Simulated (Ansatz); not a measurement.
## LaGe in the CrB-type structure

Level of theory: DFT, PBEsol, scalar-relativistic, no spin polarisation; plane waves to 420 eV with PAW datasets (Ansatz 0.2.0), Γ-centred 8×8×8 mesh, 0.05 eV Gaussian smearing. The datasets are Ansatz's generated set soft_2.

```yaml
crystal:
  lattice:
    - [2.28014, -5.60955, 0.00000]
    - [2.28014, 5.60955, 0.00000]
    - [0.00000, 0.00000, 4.06095]
  atoms:
    - { symbol: La, position: [0.86112, 0.13888, 0.25000] }
    - { symbol: La, position: [0.13888, 0.86112, 0.75000] }
    - { symbol: Ge, position: [0.57678, 0.42322, 0.25000] }
    - { symbol: Ge, position: [0.42322, 0.57678, 0.75000] }
```

This is a trial structure made by placing the elements on a prototype's sites, so it needn't be the stable form.

The cell above was scaled in volume, and shape and atoms were relaxed at each volume within its symmetry. Energies are counted from the cell above.

Cell and atoms are those of this level's equilibrium.

```
V (Å³/atom)  ΔE (meV/atom)  P from the stress (GPa)
     24.932           9.35                     3.00
     25.452           2.24                     1.43
     25.971           0.00                     0.00
     26.490           2.18                    -1.29
     27.010           8.30                    -2.44
```

Task: Do the energies and the pressures agree? Compare −ΔE/ΔV between neighbouring points (1 meV/Å³ = 0.1602 GPa) with the mean of their pressures.

Result: 
| interval (Å³/atom) | −ΔE/ΔV (GPa) | mean P (GPa) |
| --- | --- | --- |
| 24.93 to 25.45 | 2.2 | 2.2 |
| 25.45 to 25.97 | 0.7 | 0.7 |
| 25.97 to 26.49 | -0.7 | -0.6 |
| 26.49 to 27.01 | -1.9 | -1.9 |
They differ by 0.03 GPa at most.

Task: What do the two routes give for V0, B0 and B0′?

Result: A third-order Birch–Murnaghan fit of the energies: V0 = 25.97 Å³/atom, B0 = 68 GPa, B0′ = 4.3. A polynomial of P in ln V, with B = −dP/d ln V at P = 0: V0 = 25.97 Å³/atom, B0 = 68 GPa, B0′ = 4.1.

B0·V0 = 67.8 GPa × 25.97 Å³ = 10.98 eV/atom sets the scale: near the minimum ΔE ≈ ½ B0 V0 x², with x = V/V0 − 1, and a pressure of 0.7 GPa squeezes the volume by about 1 %. At the ends of the curve: x = −4.0 % predicts 8.7 meV/atom and the run gives 9.3; x = +4.0 % predicts 8.9 meV/atom and the run gives 8.3. The curve is steeper than the parabola on the compressed side and flatter on the expanded side: the bulk modulus rises with pressure.

Scalar-relativistic only: spin–orbit splittings of the heavy atoms' levels are missing. The run is a metal.
